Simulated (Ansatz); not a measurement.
InSb:
```cif
data_In4Sb4
_chemical_formula_sum 'In4 Sb4'
_space_group_name_H-M_alt 'Fm-3m'
_space_group_IT_number 225
_space_group_name_Hall '-F 4 2 3'
_cell_length_a 6.08841
_cell_length_b 6.08841
_cell_length_c 6.08841
_cell_angle_alpha 90.000
_cell_angle_beta 90.000
_cell_angle_gamma 90.000
loop_
_atom_site_label
_atom_site_type_symbol
_atom_site_symmetry_multiplicity
_atom_site_Wyckoff_symbol
_atom_site_fract_x
_atom_site_fract_y
_atom_site_fract_z
_atom_site_occupancy
In1 In 4 a 0.00000 0.00000 0.00000 1
Sb1 Sb 4 b 0.50000 0.50000 0.50000 1
```
(The calculation used a cell of 2 atoms; values per cell refer to that cell.)

Relaxed with r²SCAN.

Q: Tabulate the valence density and the electron localisation function along the shortest In–Sb contact (3.04 Å), r²SCAN (plane waves, PAW; program Ansatz).

A: 

| distance from In (Å) | density (e/Å³) | ELF |
|---|---|---|
| 0.30 | 8.97 | 0.00 |
| 0.46 | 5.77 | 0.04 |
| 0.61 | 3.19 | 0.14 |
| 0.76 | 1.54 | 0.25 |
| 0.91 | 0.72 | 0.26 |
| 1.07 | 0.41 | 0.23 |
| 1.22 | 0.28 | 0.26 |
| 1.37 | 0.24 | 0.39 |
| 1.52 | 0.24 | 0.54 |
| 1.67 | 0.28 | 0.61 |
| 1.83 | 0.35 | 0.56 |
| 1.98 | 0.48 | 0.45 |
| 2.13 | 0.73 | 0.37 |
| 2.28 | 1.34 | 0.28 |
| 2.44 | 3.02 | 0.14 |
| 2.59 | 6.92 | 0.03 |
| 2.74 | 13.36 | 0.00 |

The density is the valence pseudo-density with augmentation charge, so density and ELF within about 1 Å of a nucleus are not all-electron values.

The workflow started from a Materials Project entry (that database holds measured and hypothetical structures alike); the Crystallography Open Database copy checked does not list it. It is not the phase usual at ambient conditions (space group No. 216). Symmetry was held in the r²SCAN relaxation; whether a distortion lowers the energy is not shown. Spin–orbit coupling is left out wherever it is not named.

Potentials: the later of the program's two PAW sets.
